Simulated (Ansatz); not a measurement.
Task: Each is relaxed and computed with DFT-PBEsol in the program Ansatz with PAW potentials. Which is the only metal?
A. SiC, P6_222 (Si on 3d, C on 3c)
B. SiC2, P4_2/mmc (Si on 2e, C on 4i)
C. AlSiCN, P3m1 (Al on 1b, Si on 1c, C on 1b, N on 1c)
D. In2Si2O7, C2/m (Pearson symbol mS22)

Result: B, SiC2, P4_2/mmc (Si on 2e, C on 4i). SiC2: metal; SiC: gap 0.77 eV (indirect); AlSiCN: gap 3.26 eV (indirect); In2Si2O7: gap 2.87 eV (direct). Typed or built starts, not in the databases checked: SiC2, P4_2/mmc (Si on 2e, C on 4i); SiC, P6_222 (Si on 3d, C on 3c). Not the usual ambient phase: SiC, P6_222 (Si on 3d, C on 3c). Standing as an ambient phase not checked: AlSiCN, P3m1 (Al on 1b, Si on 1c, C on 1b, N on 1c); In2Si2O7, C2/m (Pearson symbol mS22). All cells were relaxed under the symmetry of their starts (and spin orders); stability against distortions was not tested throughout. Scalar-relativistic: spin–orbit coupling is off unless named, which matters more the heavier the elements.

Potentials: the later of the program's two PAW sets.
